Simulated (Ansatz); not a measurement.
# Property card for SnC

SnC:
```yaml
crystal:
  lattice:
    - [0.00000, 2.54384, 2.54384]
    - [2.54384, 0.00000, 2.54384]
    - [2.54384, 2.54384, 0.00000]
  atoms:
    - { symbol: Sn, position: [0.00000, 0.00000, 0.00000] }
    - { symbol: C, position: [0.25000, 0.25000, 0.25000] }
```

Space group F-43m (No. 216), zinc blende; conventional cell a = b = c = 5.088 Å, α = β = γ = 90.00°.

Method: DFT-PBE in the program Ansatz with PAW potentials. Structure relaxed to zero pressure with the same functional. Other levels are named where they apply.

Cell and energy:

```json
{
 "volume_per_atom": "16.46 Å³",
 "density": "6.59 g/cm³",
 "Formation energy from the elements (no fitted shifts)": "0.82 eV/atom"
}
```

Electronic structure:

```json
{
 "band_gap": "0.62 eV (direct)",
 "valence_band_maximum": "at Γ",
 "conduction_band_minimum": "at Γ",
 "electron_effective_mass": "0.061 mₑ (isotropic)",
 "Electron effective mass with spin–orbit coupling": "0.062 mₑ (isotropic)",
 "Weight of the conduction-edge state by species (Voronoi cells)": "C 55 %, Sn 45 %",
 "Hole effective mass, band 1 of 3 at the edge": "0.50 along [100], 3.2 along [110], 1.1 along [111] (mₑ)",
 "Hole effective mass, band 2 of 3 at the edge": "0.50 along [100], 0.50 along [110], 1.1 along [111] (mₑ)",
 "Hole effective mass, band 3 of 3 at the edge": "0.060 along [100], 0.055 along [110], 0.053 along [111] (mₑ)",
 "Weight of the valence-edge state by species (Voronoi cells)": "C 85 %, Sn 15 %",
 "Gap with spin–orbit coupling": "0.60 eV"
}
```

Mechanics:

```json
{
 "Bulk modulus (Birch–Murnaghan fit)": "122 GPa",
 "Pressure derivative B′": "4.7"
}
```

The start of the workflow was typed in or built on a structure type; neither database checked (COD, Materials Project) lists it. Whether it is the stable phase at ambient conditions was not checked. The cell was relaxed with PBE under the symmetry of its start; whether a distortion lowers the energy is not shown. Its formation energy is positive at this level, so the cell may be metastable or incomplete. The references are the lowest solids computed at this level, not always the standard phases. Scalar-relativistic: spin–orbit coupling is off unless named, which matters more the heavier the elements.

Potentials: the earlier of the program's two PAW sets.
